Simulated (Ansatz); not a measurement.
B2O3 (space group P3_121)

```
CELL_PARAMETERS angstrom
      4.34908     0.00000     0.00000
     -2.17454     3.76641     0.00000
      0.00000     0.00000     8.37155
ATOMIC_POSITIONS crystal
  B  0.76771 0.60152 0.77479
  B  0.39848 0.16618 0.10813
  B  0.83382 0.23229 0.44146
  B  0.60152 0.76771 0.22521
  B  0.16618 0.39848 0.89187
  B  0.23229 0.83382 0.55854
  O  0.14690 0.54911 0.46026
  O  0.45089 0.59779 0.79360
  O  0.40221 0.85310 0.12693
  O  0.54911 0.14690 0.53974
  O  0.59779 0.45089 0.20640
  O  0.85310 0.40221 0.87307
  O  0.00000 0.84077 0.66667
  O  0.15923 0.15923 0.00000
  O  0.84077 0.00000 0.33333
```

E(V) scan at fixed shape, V₀ the volume above. The atoms relax within the cell's symmetry.

Calculation: PBEsol (plane waves to 420 eV, PAW, scalar-relativistic; Ansatz, a first-principles code). k mesh 7×7×4 (Γ-centred), Fermi-Dirac smearing 0.05 eV. E stands for the smeared free energy. Compression counts positive. With the shape held, the modulus is that of even scaling; a crystal free to change shape is softer. B2O3 was relaxed with its symmetry unable to fall. The zero of ΔE is the relaxed starting cell.

| V (Å³/atom) | ΔE (meV/atom) | P (GPa) |
|---|---|---|
| 8.593 | 6.1 | 3.80 |
| 8.731 | 3.3 | 2.71 |
| 8.868 | 1.4 | 1.72 |
| 9.005 | 0.3 | 0.82 |
| 9.142 | 0.0 | 0.00 |
| 9.279 | 0.3 | -0.75 |
| 9.416 | 1.2 | -1.43 |
| 9.553 | 2.7 | -2.05 |
| 9.690 | 4.8 | -2.63 |

Summary:

```yaml
pressure_at_the_smallest_volume: 3.80 GPa
energy_cost_of_the_largest_compression: 6.1 meV/atom
energy_cost_of_the_largest_expansion: 4.8 meV/atom
Bulk modulus at fixed cell shape B₀ (third-order Birch-Murnaghan fit): 52.2 GPa
Pressure derivative B₀′ (fit): 5.1
equilibrium_volume_of_the_fit: 9.14 Å³/atom
Pressure for 5 % compression (fit): 3.1 GPa
```

The 9 points together took around 8 core-minutes (rough).

(A scan under strain: stresses follow from slopes of the energy per volume, elastic moduli from its curvatures.)
